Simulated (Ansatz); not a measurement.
Input deck for Ansatz 0.2.0, then the block of the output on the nuclei.

The start is a structure deposited in the COD.

```yaml
crystal:
  lattice:
    - [-3.0335, 3.0335, 2.4385]
    - [3.0335, -3.0335, 2.4385]
    - [3.0335, 3.0335, -2.4385]
  atoms:
    - { symbol: Al, position: [0.6581, 0.1581, 0.8162] }
    - { symbol: Al, position: [0.1581, 0.3419, 0.5] }
    - { symbol: Al, position: [0.3419, 0.8419, 0.1838] }
    - { symbol: Al, position: [0.8419, 0.6581, 0.5] }
    - { symbol: Cu, position: [0.25, 0.25, 0.0] }
    - { symbol: Cu, position: [0.75, 0.75, 0.0] }
kpoints:
  mp_grid: { grid: [7, 7, 7] }
scf:
  occupations: { method: fermi_dirac, width: 0.05 }
hamiltonian:
  xc: pbe
  pseudopotentials: { kind: paw, frozen_core: stored }
output:
  forces: true
  stress: true
  populations: true
  efg: { quadrupole_moments_barn: { Al: 0.1466, Cu: -0.22 } }
relax:
  f_tol: 0.02
  max_steps: 60
```

```sh
ansatz run input.yaml --threads 1 --pin off --max-ram 3072MiB --backend cpu --events-out ev --progress --plain --runs-dir out
```

The run relaxes the ions first, and the block belongs to the relaxed positions.

Of the output, the block on the nuclei alone is shown; the set-up, the SCF iterations, energies, forces and stress are cut.

```
--- PAW observables at the nuclei: V_zz in 10²¹ V/m², potentials from the cell's mean, atoms counted from 1 ---
  atom   1  Al V_zz =    -0.774366   η = 0.5636   by run symmetry: allowed   C_q = -2.7450 MHz
            electrostatic potential = -1231.294981 V   contact ρ = none
  atom   2  Al V_zz =    -0.774366   η = 0.5636   by run symmetry: allowed   C_q = -2.7450 MHz
            electrostatic potential = -1231.294981 V   contact ρ = none
  atom   3  Al V_zz =    -0.774366   η = 0.5636   by run symmetry: allowed   C_q = -2.7450 MHz
            electrostatic potential = -1231.294981 V   contact ρ = none
  atom   4  Al V_zz =    -0.774366   η = 0.5636   by run symmetry: allowed   C_q = -2.7450 MHz
            electrostatic potential = -1231.294981 V   contact ρ = none
  atom   5  Cu V_zz =    -2.788081   η = 0.0000   by run symmetry: allowed   C_q = +14.8314 MHz
            electrostatic potential = -3755.839094 V   contact ρ = none
  atom   6  Cu V_zz =    -2.788081   η = 0.0000   by run symmetry: allowed   C_q = +14.8314 MHz
            electrostatic potential = -3755.839094 V   contact ρ = none
```

The relaxation (2 steps) took 11 s of wall time (11 s of CPU time) and 0.48 GiB at its peak, on 1 thread of Intel Xeon Platinum 8259CL CPU @ 2.50GHz (Skylake/Cascade Lake) (x86_64; 16 cores open to the job, memory cap 3.0 GiB, no GPU), a shared host with a load of 0.4 a core.

With no gap above 0.1 eV, as in a metal, the gradients converge slowly in k; expect changes of a tenth or more on a denser mesh.
